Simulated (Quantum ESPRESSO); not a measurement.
Band energies of Rb2LiScF6

```
CELL_PARAMETERS angstrom
      0.00000     4.23353     4.23353
      4.23353     0.00000     4.23353
      4.23353     4.23353     0.00000
ATOMIC_POSITIONS crystal
  Li 0.50000 0.50000 0.50000
  F  0.24190 0.24190 0.75810
  F  0.75810 0.75810 0.24190
  F  0.75810 0.24190 0.24190
  F  0.24190 0.75810 0.75810
  F  0.24190 0.75810 0.24190
  F  0.75810 0.24190 0.75810
  Sc 0.00000 0.00000 0.00000
  Rb 0.25000 0.25000 0.25000
  Rb 0.75000 0.75000 0.75000
```

PBEsol (pw.x of Quantum ESPRESSO, ONCV potentials, without SOC); path ΓXWKΓLUWLK,UX; energies in eV from the valence-band maximum.

```csv
k (1/Å),point,band 33,band 34,band 35,band 36,band 37,band 38,band 39,band 40
0.00,Γ,-0.19,-0.19,0.00,0.00,0.00,6.74,6.74,6.74
0.37,,-0.32,-0.32,-0.18,-0.18,-0.01,6.77,6.81,6.81
0.74,X,-0.47,-0.47,-0.39,-0.39,-0.02,6.80,6.89,6.89
0.74,W,-0.54,-0.49,-0.43,-0.18,-0.18,6.84,6.84,6.89
1.00,K,-0.52,-0.37,-0.37,-0.34,-0.09,6.82,6.88,6.88
1.40,,-0.35,-0.24,-0.18,-0.13,-0.09,6.80,6.80,6.80
1.79,Γ,-0.19,-0.19,0.00,0.00,0.00,6.74,6.74,6.74
2.11,,-0.23,-0.23,-0.11,-0.11,-0.07,6.78,6.78,6.78
2.43,L,-0.27,-0.27,-0.24,-0.24,-0.18,6.82,6.82,6.82
2.66,,-0.41,-0.32,-0.28,-0.24,-0.16,6.82,6.84,6.84
2.89,U,-0.52,-0.37,-0.37,-0.34,-0.09,6.82,6.88,6.88
2.89,W,-0.54,-0.49,-0.43,-0.18,-0.18,6.84,6.84,6.89
3.15,,-0.42,-0.34,-0.32,-0.20,-0.18,6.83,6.83,6.86
3.41,L,-0.27,-0.27,-0.24,-0.24,-0.18,6.82,6.82,6.82
3.64,,-0.41,-0.32,-0.28,-0.24,-0.16,6.82,6.84,6.84
3.87,K,-0.52,-0.37,-0.37,-0.34,-0.09,6.82,6.88,6.88
3.87,U,-0.52,-0.37,-0.37,-0.34,-0.09,6.82,6.88,6.88
4.13,X,-0.47,-0.47,-0.39,-0.39,-0.02,6.80,6.89,6.89
```

The PBEsol gap is direct, 6.74 eV at Γ. Another valence extremum on the path lies within 0.02 eV, too close to call.

Geometry of the Materials Project entry, not relaxed at this level.

The structure is a Materials Project entry; no match was found in the copy of COD used, and its stability was not checked.
